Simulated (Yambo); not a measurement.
G0W0@PBEsol for Si (diamond, space group Fd-3m, No. 227) in Yambo. Reference settings: 4×4×4 Γ-centred k mesh, 148 bands and a 14 Ry block in the screening, 148 bands in G with the Bruneval-Gonze terminator, plasmon pole fitted at 27.2 eV. The PBEsol gap Γ → X on this mesh is 0.60 eV; G0W0 gaps are taken between the same points.

The settings were changed. The gap went from 1.34 eV to 1.35 eV, and the shift of the valence edge from -0.78 eV to -0.84 eV.

Question: Which change was made?
(A) 47 bands in W, 47 bands in G
(B) no random integration
(C) 90 bands in W, 90 bands in G
(D) pole fitted at 40 eV

Answer: D, pole fitted at 40 eV. The others gave (gap, valence shift): 90 bands in W, 90 bands in G: 1.32, -0.73 eV; no random integration: 1.31, -0.60 eV; 47 bands in W, 47 bands in G: 1.29, -0.61 eV.

Geometry relaxed with PBEsol; primitive cell a = 3.8412 Å, b = 3.8412 Å, c = 3.8412 Å, α = 60.00°, β = 60.00°, γ = 60.00°.

A shift is the quasiparticle energy of the state minus its PBEsol energy.
